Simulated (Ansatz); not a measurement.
Ni3Sn:
```xyz
4
Lattice="3.6772 0.0000 0.0000 0.0000 3.6772 0.0000 0.0000 0.0000 3.6772" Properties=species:S:1:pos:R:3 pbc="T T T"
Ni     0.0000     1.8386     1.8386
Ni     1.8386     0.0000     1.8386
Ni     1.8386     1.8386     0.0000
Sn     0.0000     0.0000     0.0000
```

Relaxed with PBEsol. Special points in fractions of this cell's reciprocal vectors: Γ (0.000, 0.000, 0.000); X (0.000, 0.500, 0.000); M (0.500, 0.500, 0.000); R (0.500, 0.500, 0.500).

Task: List the band energies nearest the Fermi level at these points for DFT-PBEsol in the program Ansatz with PAW potentials.

Result: In eV from the Fermi level; about four levels below and three above (degenerate sets whole), none deeper than 8.9 eV; points with the same levels are listed once.

```tsv
k	below	above
Γ	-0.58 -0.58 -0.58 -0.51 -0.51 -0.30	0.01 0.01 0.01
X	-1.17 -1.17 -1.09 -1.04 -0.49	0.01 3.96 3.96
M	-1.08 -1.02 -0.81 -0.75	0.57 0.57 6.47
R	-0.56 -0.20 -0.20 -0.20	1.36 3.66 3.66 3.66
```

Space group Pm-3m (Cu3Au type). The workflow started from an entry of the Crystallography Open Database (COD), which files this formula under 3 space groups. Its standing as an ambient phase is unchecked. The cell was relaxed with PBEsol under the symmetry of its start; whether a distortion lowers the energy is not shown. The workflow began spin-polarised and lost its moments. Scalar-relativistic: spin–orbit coupling is off unless named, which matters more the heavier the elements.

Potentials: the later of the program's two PAW sets.
